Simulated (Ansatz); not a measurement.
This guess for Li4Cl is about to be relaxed.

```
CELL_PARAMETERS angstrom
-1.96590 1.96590 4.76797
1.96590 -1.96590 4.76797
1.96590 1.96590 -4.76797
ATOMIC_POSITIONS crystal
Li 0.75000 0.25000 0.50000
Li 0.25000 0.75000 0.50000
Li 0.38000 0.38000 0.00000
Li 0.62000 0.62000 0.00000
Cl 0.00000 0.00000 0.00000
```

Method: Ansatz 0.2.0, DFT PBE, scalar-relativistic, plane waves, PAW. Cutoff 420 eV, Gaussian smearing, Γ-centred meshes. Cell and atoms relax first on a coarse mesh and then on a finer one. In between, the cell is made exact in the group found at 0.06 Å. In metals the finer mesh still leaves noise of several meV/atom or more. The steps can't lower the symmetry of their start. No spin polarisation.

A guess keeps its type if space group and coordination stay and the shape of the cell changes little (axis ratios within about 15 %, angles within 6°); the volume may change.

Task: Will the relaxed cell still be of the starting type?

Result: It doesn't keep its type. The symmetry stays I4/mmm (No. 139). The volume per atom grows by 38.6 %, from 14.7 to 20.4 Å³. The shortest distance goes from 2.29 Å (Li–Li) to 2.47 Å (Li–Li). The ratio c/a of the conventional cell changes by a factor of 1.98. Counting neighbours within 15 % of an atom's shortest distance, the start has Cl 16, Li 4/5 and the end Cl 8, Li 4/9. In detail, at the end Li on a site of symmetry -4m2 is surrounded by 4 Li at 2.47 Å and 4 Li at 3.21 Å; Li on a site of symmetry 4mm has 4 Cl at 2.89 Å, 1 Li at 3.00 Å, 4 Li at 3.21 Å and 4 Li at 3.49 Å; Cl has 8 Li at 2.89 Å and 4 Cl at 3.49 Å.

```yaml
crystal:
  lattice:
    - [-1.74502, 1.74502, 8.38586]
    - [1.74502, -1.74502, 8.38586]
    - [1.74502, 1.74502, -8.38586]
  atoms:
    - { symbol: Li, position: [0.75000, 0.25000, 0.50000] }
    - { symbol: Li, position: [0.25000, 0.75000, 0.50000] }
    - { symbol: Li, position: [0.41049, 0.41049, 0.00000] }
    - { symbol: Li, position: [0.58951, 0.58951, 0.00000] }
    - { symbol: Cl, position: [0.00000, 0.00000, 0.00000] }
```

The last run used a 16×16×16 mesh for its 5-atom cell and Gaussian smearing of 0.10 eV. Symmetry constrained the relaxation, so the result can be a saddle point.

In counts of neighbours, a slash parts the counts of unlike sites.
